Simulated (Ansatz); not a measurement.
## Ta2O5: opening a crack plane

Ta2O5, Pmmm, a = 3.670 Å, b = 3.859 Å, c = 6.433 Å. The structure is a Materials Project entry; whether it is the stable form wasn't checked. Ansatz: PBEsol, PAW, 420 eV, Γ-centred 9×9×3 mesh on 14 atoms, Gaussian smearing 0.03 eV; no spin polarisation. One cut on (001) per cell of 14 atoms is opened rigidly by x, between planes of O and O+Ta that stand 1.15 Å apart; y is the energy per area (14.163 Å², 1 eV/Å² = 16.02 J/m²).

```
x (Å) y (J/m²)
 0.00     0.000
 0.25     0.352
 0.50     1.203
 0.75     2.311
 1.00     3.483
 1.50         ?
 2.00     6.901
 3.00     7.971
 4.50     8.287
 6.00     8.384
```

Question: Fit the universal binding curve y = W[1 − (1 + x/l) e^(−x/l)] to the other rows, give the peak stress, and predict the missing value.

Answer: Least squares gives W = 8.49 J/m² and l = 0.699 Å. The stress dy/dx peaks at x = l with W/(e l) = 44.7 GPa, for rigid faces. At x = 1.50: x/l = 2.146, y = 5.366 J/m². The run gave 5.542 J/m², so the fit is 0.176 J/m² too low, within twice the rms miss on the fitted rows (0.147 J/m²).

Spin–orbit coupling is left out, which can shift energies with elements as heavy as these.

Cost: 12 runs of about 11 core-minutes in all, on Intel Xeon 6975P-C (Granite Rapids) (shared hosts).